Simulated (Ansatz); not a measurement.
LiCl:
```
CELL_PARAMETERS angstrom
      0.00000     2.48228     2.48228
      2.48228     0.00000     2.48228
      2.48228     2.48228     0.00000
ATOMIC_POSITIONS crystal
  Li 0.00000 0.00000 0.00000
  Cl 0.50000 0.50000 0.50000
```

Relaxed with LDA.

Problem. Decompose the optical modes at the zone centre into irreducible representations, and say which are infrared and Raman allowed.

Solution. Point group m-3m: Γ_opt = T1u. Infrared: T1u. Raman: none.

Problem. Assign frequencies (DFPT, the program Ansatz at the LDA level (PAW); without the LO–TO term).

Solution. T1u 228 cm⁻¹.

Space group Fm-3m (rock salt). The cell was relaxed with LDA under the symmetry of its start; phonons on a q-mesh show no instability.

Potentials: the later of the program's two PAW sets.
